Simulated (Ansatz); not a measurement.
Frames from the relaxation of a relaxed Pd cell, doubled along one cell vector, shaken by Gaussian noise of σ = 0.08 Å a coordinate, as extended XYZ (Å, eV, eV/Å, GPa with compression positive). Method: PBEsol (plane waves to 420 eV, PAW, scalar-relativistic; Ansatz, a program for electronic structure). Γ-centred k-mesh 10×10×5 on the run's cell (coarser than for final values), Fermi–Dirac smearing 0.05 eV.

```xyz
4
Lattice="0.0000 2.8426 2.8426 2.8426 0.0000 2.8426 5.6853 5.6853 0.0000" Properties=species:S:1:pos:R:3:forces:R:3 pbc="T T T" step=1 free_energy=-27621.169 pressure=0.2 accepted=T
Pd     4.2934     4.3403     4.2589    0.2481    0.3395    0.4610
Pd     7.0975     7.1086     4.2426    0.8378   -0.0285    0.1731
Pd     2.8803     2.9373     2.9074   -0.3512   -0.3492   -0.3327
Pd     5.7925     5.6938     2.8307   -0.7347    0.0382   -0.3014
4
Lattice="0.0396 2.8880 2.8849 2.8399 0.0763 2.8482 5.7176 5.7405 0.1147" Properties=species:S:1:pos:R:3:forces:R:3 pbc="T T T" step=2 free_energy=-27621.257 pressure=0.3 accepted=T
Pd     4.3126     4.4876     4.3716   -0.1476    0.1269    0.0399
Pd     7.1856     7.2138     4.3521    0.0350   -0.0938   -0.1455
Pd     2.9046     3.0306     2.9791    0.1045    0.0186    0.0666
Pd     5.8270     5.7787     2.9182    0.0080   -0.0517    0.0389
4
Lattice="0.3413 2.9711 3.5325 1.8257 0.6627 3.2112 4.2224 5.8705 0.7543" Properties=species:S:1:pos:R:3:forces:R:3 pbc="T T T" step=21 free_energy=-27626.611 pressure=1.2 accepted=T
Pd     3.3609     6.0008     5.8829    0.0000    0.0000    0.0000
Pd     5.3014     7.4506     4.4938    0.0000    0.0000    0.0000
Pd     2.2199     3.7904     4.8112    0.0000    0.0000    0.0000
Pd     4.1604     5.2402     3.4221    0.0000    0.0000    0.0000
```

The path has 28 moves and ends in Fm-3m (No. 225) (fcc (Cu type)), 1.37 eV/atom below its start. Free energies are of the whole cell and compare only within this code, potentials and settings.  No spin polarisation in the result.

Of the parent cell (Fd-3m (No. 227)): it is a generated cell of Pd: the first start was made by placing the elements on the sites of a structure type, and the end was not matched to a known phase here, so it may be hypothetical. Known forms of Pd include space group No. 225.
